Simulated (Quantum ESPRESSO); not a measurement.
**Report: NMR shieldings of AlN (P6₃mc) under strain**

```
AlN
1.0
    3.12859     0.00000     0.00000
   -1.56429     2.70944     0.00000
    0.00000     0.00000     5.01696
Al N
2 2
Direct
  0.66667   0.33333   0.49929
  0.33333   0.66667   0.99929
  0.66667   0.33333   0.88071
  0.33333   0.66667   0.38071
```
The cell comes from the Materials Project (a computed structure). It is AlN in P6₃mc. Stability against distortions was not tested.

Method: shieldings by PBE GIPAW (a modified build of Quantum ESPRESSO, JTH PAW datasets), 25 Ha, k-mesh 7×7×4 shifted, f-sum rule met within 0.042 %. Relaxations, where named, use PBE in pw.x of Quantum ESPRESSO. Values are those of each site's first atom; slopes are least-squares lines through the rows.

**Isotropic strain.** The last row in full: isotropic strain, all lattice vectors scaled by 1.02, fractional positions kept. Sites: Al is atom 1, N is atom 3.

```json
[
 {"strain (%)": "-2", "σ_iso Al (ppm)": "442.6", "σ_iso N (ppm)": "124.4"},
 {"strain (%)": "-1", "σ_iso Al (ppm)": "443.8", "σ_iso N (ppm)": "121.6"},
 {"strain (%)": "0", "σ_iso Al (ppm)": "444.9", "σ_iso N (ppm)": "118.7"},
 {"strain (%)": "+1", "σ_iso Al (ppm)": "445.8", "σ_iso N (ppm)": "115.3"},
 {"strain (%)": "+2", "σ_iso Al (ppm)": "446.7", "σ_iso N (ppm)": "111.7"},
 {"strain (%)": "slope per %", "σ_iso Al (ppm)": "1.02", "σ_iso N (ppm)": "-3.17"}
]
```

σ_iso N (ppm) answers most, by -3.17 per %. Largest miss of the straight line: σ_iso Al 0.14, σ_iso N 0.34.

**Volume-keeping strain along the main axis.** The last row in full: strained by +2 % along the unique axis and by -1 % across it, atoms relaxed. Sites: Al is atom 1, N is atom 3.

```tsv
strain (%)	σ_iso Al (ppm)	σ_iso N (ppm)
-2	448.2	119.3
-1	446.5	119.2
0	444.9	118.7
+1	443.6	117.8
+2	442.4	116.5
slope per %	-1.46	-0.68
```

σ_iso Al (ppm) answers most, by -1.46 per %. Largest miss of the straight line: σ_iso Al 0.22, σ_iso N 0.40.

**Summary.** Under isotropic strain, the largest response is that of σ_iso N (ppm) (-3.17 per %). Under volume-keeping strain along the main axis, the largest response is that of σ_iso Al (ppm) (-1.46 per %). Shieldings are absolute and leave out the bulk-susceptibility term; a larger σ means a smaller chemical shift. By our sweeps, such settings leave a few ppm in absolute σ. The datasets of Al hold no d projectors, which limits absolute σ on these atoms. The structure is static (0 K, no zero-point motion).
